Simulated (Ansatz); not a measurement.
**SrIr2 (cubic Laves, MgCu2 type): energy against volume**

SrIr2 (cubic Laves, MgCu2 type), conventional cell a = 7.697 Å, b = 7.697 Å, c = 7.697 Å, α = 90.00°, β = 90.00°, γ = 90.00°. The calculation uses the primitive cell of 6 atoms, to which meshes and values per cell refer.

Equation-of-state scan: isotropic scaling of the cell above, V₀ being its volume. Symmetry pins the atoms to their sites.

Calculation: r2SCAN (plane waves to 500 eV, PAW, scalar-relativistic; Ansatz, a quantum-chemistry and plane-wave program). k mesh 11×11×11 (Γ-centred), Fermi-Dirac smearing 0.05 eV. E stands for the smeared free energy. Compression counts positive. Spin-orbit coupling is left out, though Ir is heavy. SrIr2 is run without spin polarisation. SrIr2 was relaxed with its symmetry unable to fall. ΔE is measured from the relaxed starting cell.

```json
[
 {"V (Å³/atom)": "15.960", "ΔE (meV/atom)": "341", "P (GPa)": "42.3"},
 {"V (Å³/atom)": "16.466", "ΔE (meV/atom)": "223", "P (GPa)": "32.3"},
 {"V (Å³/atom)": "16.973", "ΔE (meV/atom)": "135", "P (GPa)": "23.7"},
 {"V (Å³/atom)": "17.480", "ΔE (meV/atom)": "72", "P (GPa)": "16.4"},
 {"V (Å³/atom)": "17.986", "ΔE (meV/atom)": "30", "P (GPa)": "10.1"},
 {"V (Å³/atom)": "18.493", "ΔE (meV/atom)": "7", "P (GPa)": "4.6"},
 {"V (Å³/atom)": "19.000", "ΔE (meV/atom)": "0", "P (GPa)": "0.0"},
 {"V (Å³/atom)": "19.506", "ΔE (meV/atom)": "6", "P (GPa)": "-4.0"},
 {"V (Å³/atom)": "20.013", "ΔE (meV/atom)": "25", "P (GPa)": "-7.4"},
 {"V (Å³/atom)": "20.520", "ΔE (meV/atom)": "53", "P (GPa)": "-10.3"},
 {"V (Å³/atom)": "21.026", "ΔE (meV/atom)": "89", "P (GPa)": "-12.8"},
 {"V (Å³/atom)": "21.533", "ΔE (meV/atom)": "133", "P (GPa)": "-14.9"},
 {"V (Å³/atom)": "22.040", "ΔE (meV/atom)": "184", "P (GPa)": "-16.7"}
]
```

Key numbers:

The pressure at the smallest volume is 42.3 GPa and the energy cost of the largest compression is 341 meV/atom. The energy cost of the largest expansion comes out as 184 meV/atom and the bulk modulus B₀ (third-order Birch-Murnaghan fit) is 161 GPa. The pressure derivative B₀′ (fit) is 4.7, the equilibrium volume of the fit comes out as 19.00 Å³/atom and the pressure for 5 % compression (fit) is 9.3 GPa.

The 13 points together took about 7 core-minutes (a rough figure).

(A scan under strain: stresses follow from slopes of the energy per volume, elastic moduli from its curvatures.)
